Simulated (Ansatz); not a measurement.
SiB₂Mo₂ in space group Cmmm (No. 65; Si on 2a, Mo on 4j, B on 4i) under volume change, PBEsol in the plane-wave PAW code Ansatz, shape and atoms relaxed at each volume.

```json
[
 {"V (Å³/atom)": "9.562", "E − E(relaxed) (meV/atom)": "85.2", "P (GPa)": "31.63"},
 {"V (Å³/atom)": "9.878", "E − E(relaxed) (meV/atom)": "35.5", "P (GPa)": "19.23"},
 {"V (Å³/atom)": "10.193", "E − E(relaxed) (meV/atom)": "8.4", "P (GPa)": "8.72"},
 {"V (Å³/atom)": "10.508", "E − E(relaxed) (meV/atom)": "0.0", "P (GPa)": "0.00"},
 {"V (Å³/atom)": "10.823", "E − E(relaxed) (meV/atom)": "7.7", "P (GPa)": "-7.57"},
 {"V (Å³/atom)": "11.139", "E − E(relaxed) (meV/atom)": "29.0", "P (GPa)": "-13.93"},
 {"V (Å³/atom)": "11.454", "E − E(relaxed) (meV/atom)": "61.9", "P (GPa)": "-19.34"}
]
```

Question: What does a third-order Birch–Murnaghan fit give for V₀, B₀ and B′?

Answer: V₀ = 10.51 Å³/atom, B₀ = 272 GPa, B′ = 4.5.

The start of the workflow was typed in or built on a structure type; neither database checked (COD, Materials Project) lists it. Its standing as an ambient phase is unchecked. Symmetry was held in the PBEsol relaxation; whether a distortion lowers the energy is not shown. The run is not spin-polarised.

Potentials: the later of the program's two PAW sets.
